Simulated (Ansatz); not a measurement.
**Run record: elastic constants by finite strains of ZnCu (Pm-3m)**

Computed with r²SCAN, PAW on Ansatz 0.2.0's default frozen-core files (fitted under PBE), scalar-relativistic; not a measurement.

Cell and atoms were relaxed beforehand by PAW with this functional.

Launched as:

```sh
ansatz run input.yaml --threads 1 --pin off --max-ram 2560MiB --backend cpu --events-out ev --progress --plain --runs-dir out
```

Input:

```yaml
crystal:
  lattice:
    - [2.91869652452, 0.0, 0.0]
    - [0.0, 2.91869652452, 0.0]
    - [0.0, 0.0, 2.91869652452]
  atoms:
    - { symbol: Zn, position: [0.5, 0.5, 0.5] }
    - { symbol: Cu, position: [0.0, 0.0, 0.0] }
kpoints:
  mp_grid: { grid: [14, 14, 14] }
scf:
  occupations: { method: fermi_dirac, width: 0.05 }
hamiltonian:
  xc: r2scan
  pseudopotentials: { kind: paw }
elastic:
  mode: relaxed_ion
  stencil: four_point
  amplitude: 0.003
```

Output (shortened where marked):

```
Warning: RAYON_NUM_THREADS=1 ignored (pool sized by the plan → 1); use --threads N
Engine: ansatz 0.2.0, aarch64-unknown-linux-gnu
Pseudopotentials: kind: paw
Pseudopotential: Zn, paw, valence charge 12, recommended cutoff 500 eV (meta_gga), Zn.paw.azcp
Pseudopotential: Cu, paw, valence charge 19, recommended cutoff 500 eV (meta_gga), Cu.paw.azcp
Functional definition: r2SCAN
  parameter k0 = 0.174
  parameter k1 = 0.065
  parameter a1 = 4.9479
  exchange = r2scan_x(k0 = k0, k1 = k1, a1 = a1)
  correlation = r2scan_c
Crystal: 2 atoms, lattice volume = 24.864 Å³
Basis set: ecut = 500 eV, 619 PW (Γ), exchange–correlation on 96×96×96 points (64 copies of the dense FFT grid, shifted against one another)
Bands: 20, of which v1, the nominal top of the filled ones, is band 16 counted from 1 (15 counted from 0)
Symmetry: 48 space group operations
Space group: Pm-3m (ITA 221), of the structure as read, at distance tolerance 2.9e-5 Å
k-points: 120 of 2744
Non-local potential: Zn, projectors of the file, l = 0: 2, l = 1: 2, l = 2: 3, l = 3: 1
Non-local potential: Cu, projectors of the file, l = 0: 3, l = 1: 2, l = 2: 3, l = 3: 1
[... 168 lines left out ...]
  moduli (Voigt/Reuss/Hill, GPa): K = 135.01/135.01/135.01   G = 78.75/59.86/69.30   E = 177.53   ν = 0.281
  mechanically stable: yes (min eigenvalue of sym C = 71.99 GPa)
  strain η (Voigt 11):  stress-route row diagonal C_11 = 183.00 GPa, energy-path curvature d²(F+E_count+ΔE)/dδ²/Ω₀ = 182.99 GPa
    cells at ±δ against ±2δ: C11 182.74 and 181.97 GPa, apart by 0.42 % of the column's largest entry
         δ    σ_11 (GPa)             F (eV)   n_scf  n_hpsi   n_pw
    -6.000e-3      -1.0879       -9957.1306374      11  141540    647   relax 0 steps, max|allowed force component| 7.10e-30 eV/Å
    -3.000e-3      -0.5349       -9957.1310169       5  100986    649   relax 0 steps, max|allowed force component| 4.14e-30 eV/Å
     3.000e-3       0.5616       -9957.1310036       7  115841    655   relax 0 steps, max|allowed force component| 6.31e-30 eV/Å
     6.000e-3       1.0957       -9957.1306184      10  137913    655   relax 0 steps, max|allowed force component| 6.41e-30 eV/Å
  strain η (Voigt 23):  stress-route row diagonal C_44 = 107.25 GPa, energy-path curvature d²(F+E_count+ΔE)/dδ²/Ω₀ = 107.34 GPa
    cells at ±δ against ±2δ: C44 107.28 and 107.37 GPa, apart by 0.08 % of the column's largest entry
         δ    σ_23 (GPa)             F (eV)   n_scf  n_hpsi   n_pw
    -6.000e-3      -0.6442       -9957.1308385       9  198439    653   relax 0 steps, max|allowed force component| 5.68e-29 eV/Å
    -3.000e-3      -0.3218       -9957.1310643       7  186964    653   relax 0 steps, max|allowed force component| 1.58e-30 eV/Å
     3.000e-3       0.3218       -9957.1310643       7  180348    653   relax 0 steps, max|allowed force component| 3.35e-30 eV/Å
     6.000e-3       0.6442       -9957.1308385       9  189145    653   relax 0 steps, max|allowed force component| 1.58e-30 eV/Å
```

The calculation finished and met its thresholds.

Strained cells:

Elastic constants of a crystal by Kohn-Sham DFT: slopes of the stress over finite engineering strains of the given cell, Voigt indices, Cartesian axes as in the input; stress of each strained cell less that at rest, tension positive.

```csv
strain component,strain,stress xx (GPa),stress yy (GPa),stress zz (GPa),stress yz (GPa),stress xz (GPa),stress xy (GPa),relaxation steps
xx,-0.006,-1.104,-0.6855,-0.6855,0,0,0,0
xx,-0.003,-0.5511,-0.3375,-0.3375,0,0,0,0
xx,0.003,0.5454,0.3293,0.3293,0,0,0,0
xx,0.006,1.079,0.6526,0.6526,0,0,0,0
yz,-0.006,-0.008,-0.0047,-0.0047,-0.6442,0,0,0
yz,-0.003,-0.0019,-0.0011,-0.0011,-0.3219,0,0,0
yz,0.003,-0.0019,-0.0011,-0.0011,0.3219,0,0,0
yz,0.006,-0.008,-0.0047,-0.0047,0.6442,0,0,0
```

**Elastic constants**

| Property | Result |
| --- | --- |
| Pressure at rest | -0.016 GPa |
| Least elastic eigenvalue | 71.99 GPa |
| Elastically stable | yes |

```csv
index,elastic (GPa)
11,183
12,111
44,107.2
```

### Elastic moduli

Hill averages of a grain aggregate, Debye temperature from the mean sound speed over directions.

| Item | Value |
| --- | --- |
| Bulk modulus | 135 GPa |
| Shear modulus | 69.3 GPa |
| Young modulus | 177.5 GPa |
| Poisson ratio | 0.2808 |
| Bulk over shear modulus | 1.948 |
| Elastic anisotropy index | 1.578 |
| Least young modulus | 99.17 GPa |
| Largest young modulus | 254.4 GPa |
| Longitudinal sound speed | 5139 m/s |
| Transverse sound speed | 2837 m/s |
| Elastic debye temperature | 397.6 K |
| Linear compressibility (x, y, z) | 2.469, 2.469, 2.469 1/TPa |
| Zener ratio | 2.98 |
| Cauchy pressure | 3.76 GPa |

Limits of these numbers: frozen-core PAW files fitted under PBE, their cores solved anew for the functional of the run; responses of metals move with mesh and smearing.

It took 6.1 min on 1 thread of Arm Neoverse N1, on a shared host, peak memory 0.6 GiB.
